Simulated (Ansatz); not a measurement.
Relaxed-ion elastic tensor of KF (rock salt, Fm-3m) in GPa (Voigt order), r²SCAN (plane waves, PAW; program Ansatz); density 2.57 g/cm³, 18.80 Å³ per atom.

```
77.2  14.3  14.3   0.0   0.0   0.0
14.3  77.2  14.3   0.0   0.0   0.0
14.3  14.3  77.2   0.0   0.0   0.0
 0.0   0.0   0.0  12.3   0.0   0.0
 0.0   0.0   0.0   0.0  12.3   0.0
 0.0   0.0   0.0   0.0   0.0  12.3
```

Task: Is the crystal mechanically stable?

Result: Yes: the smallest eigenvalue of C is 12.3 GPa.

Task: Work out the Voigt, Reuss and Hill averages.

Result: K_V = 35.3, K_R = 35.3, K_H = 35.3; G_V = 20.0, G_R = 16.3, G_H = 18.1 GPa.

Task: Give Young's modulus, Poisson's ratio, Pugh's ratio and the universal anisotropy index.

Result: E = 9KG/(3K + G) = 46.4 GPa; ν = 0.28; K/G = 1.95 (ductile by the Pugh limit of 1.75); A_U = 5G_V/G_R + K_V/K_R − 6 = 1.13.

Task: Estimate the sound speeds and the Debye temperature.

Result: v_l = √((K + 4G/3)/ρ) = 4820 m/s, v_t = √(G/ρ) = 2660 m/s, mean 2960 m/s; Θ = (h/k)(3n/4πV)^(1/3) v_m = 332 K.

Task: Give the Zener ratio and Young's modulus along [100], [110] and [111].

Result: A = 2C44/(C11 − C12) = 0.39; 1/E = S11 − 2(S11 − S12 − S44/2)Γ with Γ = 0, 1/4, 1/3 gives 72.7, 38.4, 33.1 GPa.

Task: Solve the Christoffel equation for the three sound speeds along [100], [110], [111].

Result: Eigenvalues of C_ijkl n_j n_l equal ρv². In km/s, slowest first: [100] 2.19, 2.19, 5.49; [110] 2.19, 3.50, 4.76; [111] 3.13, 3.13, 4.49.

Symmetry was held in the r²SCAN relaxation; phonons on a q-mesh show no instability.

Potentials: the later of the program's two PAW sets.
